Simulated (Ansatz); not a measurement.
Cu Kα1 powder pattern (kinematic, no thermal factors).
2θ (°) (relative intensity): 10.96 (62), 22.03 (2), 28.56 (4), 32.67 (17), 39.75 (100), 40.03 (49), 41.62 (12), 44.92 (2), 46.15 (1), 48.75 (9), 57.06 (9), 57.89 (17), 59.12 (4), 61.72 (3), 68.08 (5), 69.93 (1), 71.97 (17), 72.52 (35), 76.14 (1), 79.00 (5), 83.75 (3), 85.68 (11), 86.39 (6), 87.43 (2)

The pattern is computed from a structure relaxed with DFT PBE, scalar-relativistic, plane waves, PAW (Ansatz 0.2.0). No spin polarisation. Its elements are Ti, W.

Task: Give the structure.

Result: Ti$_{2}$W$_{3}$.
Space group I4/mmm (No. 139). a = 3.183 Å, b = 3.183 Å, c = 16.129 Å, α = 90.00°, β = 90.00°, γ = 90.00°
```csv
atom,site,symmetry,x,y,z
Ti,4e,4mm,0.0000,0.0000,0.1938
W,2a,4/mmm,0.0000,0.0000,0.0000
W,4e,4mm,0.5000,0.5000,0.0986
```

A pattern alone doesn't exclude other cells with like lines; this is the one computed.

The structure comes from a generated guess; another structure or a mixture of phases may lie lower.
